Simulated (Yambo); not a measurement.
Quantum ESPRESSO input (LDA, PseudoDojo standard norm-conserving files, scalar-relativistic) whose wavefunctions are converted with p2y:

```
&CONTROL
  calculation = 'nscf'
  pseudo_dir = './pseudo'
  outdir = './out'
/
&SYSTEM
  ibrav = 0
  nat = 10
  ntyp = 4
  ecutwfc = 88.0
  ecutrho = 352.0
  occupations = 'fixed'
  force_symmorphic = .true.
  nbnd = 203
/
&ELECTRONS
  conv_thr = 1e-08
  diago_full_acc = .true.
  diago_thr_init = 1e-08
/
ATOMIC_SPECIES
Li 6.9400 Li.upf
F 18.9984 F.upf
K 39.0983 K.upf
Rh 102.9055 Rh.upf
CELL_PARAMETERS angstrom
  0.000000000000   4.005895000000   4.005895000000
  4.005895000000   0.000000000000   4.005895000000
  4.005895000000   4.005895000000   0.000000000000
ATOMIC_POSITIONS crystal
Li   0.500000000000   0.500000000000   0.500000000000
F   0.751990000000   0.248010000000   0.248010000000
F   0.248010000000   0.751990000000   0.751990000000
F   0.248010000000   0.751990000000   0.248010000000
F   0.751990000000   0.248010000000   0.751990000000
F   0.248010000000   0.248010000000   0.751990000000
F   0.751990000000   0.751990000000   0.248010000000
K   0.750000000000   0.750000000000   0.750000000000
K   0.250000000000   0.250000000000   0.250000000000
Rh   0.000000000000   0.000000000000   0.000000000000
K_POINTS automatic
1 1 1 0 0 0
```

Yambo's initialisation report on symmetry, reciprocal space, the k grid and the gaps on this mesh:

```
  [02.02] Symmetries
  ==================

  Inversion symmetry    : yes
  Spatial inversion     : yes
  Inversion index       :  25
  K-space Time-reversal : no
  Magnetic symmetries   : no
  Group table correct   : yes
  Symmetries units      :  [cc]

  [02.03] Reciprocal space
  ========================

  nG shells         :   683
  nG charge         :   96905
  nG WFs            :  12039
  nC WFs            :  12039
  G-vecs. in first 68 shells:  [ Number ]
     1    9   15   27   51   59   65   89  113
    137   169   181   229   259   283   307   331   339
    387   411   459   531   537   561   609   645   701
    725   749   821   869   893   941   965  1037  1067
   1139  1211  1243  1291  1363  1411  1459  1471  1591
   1639  1687  1759  1807  1837  1893  1917  1989  2085
   2109  2133  2229  2277  2397  2421  2445  2565  2637
   2685  2733  2741  2837  2891
  ...
  Shell energy in first 68 shells:  [ mHa ]
    0.00000      258.341      344.455      688.911      947.252      1033.37      1377.82      1636.16      1722.28
    2066.73      2325.07      2755.64      3013.98      3100.10      3444.55      3702.89      3789.01      4133.46
    4391.81      4477.92      4822.37      5080.72      5511.28      5769.63      5855.74      6200.20      6458.54
    6544.65      6889.11      7147.45      7233.56      7578.02      7836.36      8266.93      8525.27      8611.38
    8955.84      9214.18      9300.29      9903.09      9989.20      10333.7      10592.0      11022.6      11280.9
    11367.0      11711.5      11969.8      12055.9      12400.4      12658.7      12744.8      13089.3      13347.6
    13778.2      14036.6      14122.7      14467.1      14725.5      14811.6      15156.0      15414.4      15500.5
    15844.9      16103.3      16533.9      16792.2      16878.3
  ...

  [02.04] K-grid lattice
  ======================

  Compatible Grid is   : 0D
  K lattice UC volume  :  0.285900 [a.u.]

  IBZ K-points                                      :  1
  BZ  K-points                                      :  1

  K/Q-points units:
  rlu = crystal or reduced units; cc = cartesian coordinates; iku = interal k-units

  K [1]          [rlu]:  0.000000  0.000000  0.000000
         WF components:  12039

  [02.05] Energies & Occupations
  ==============================

  [X] === General ===
  [X] Electronic Temperature                        :  0.000000  0.000000 [eV K]
  [X] Bosonic    Temperature                        :  0.000000  0.000000 [eV K]
  [X] Finite Temperature mode                       : no
  [X] El. density                                   :  0.62224E+24 [cm-3]
  [X] Fermi Level                                   :  5.244279 [eV]

  [X] === Gaps and Widths ===
  [X] Conduction Band Min                           :  2.575024 [eV]
  [X] Valence Band Max                              :  0.000000 [eV]
  [X] Filled Bands                                  :   40
  [X] Empty Bands                                   :   41  203
  [X] Direct Gap                                    :  2.575024 [eV]
  [X] Direct Gap localized at k                     :  1
```
The gaps are LDA values on this mesh alone; only operations without fractional translations are kept.

Spin-orbit coupling is not included.

Geometry of the Materials Project entry, not relaxed at this level.
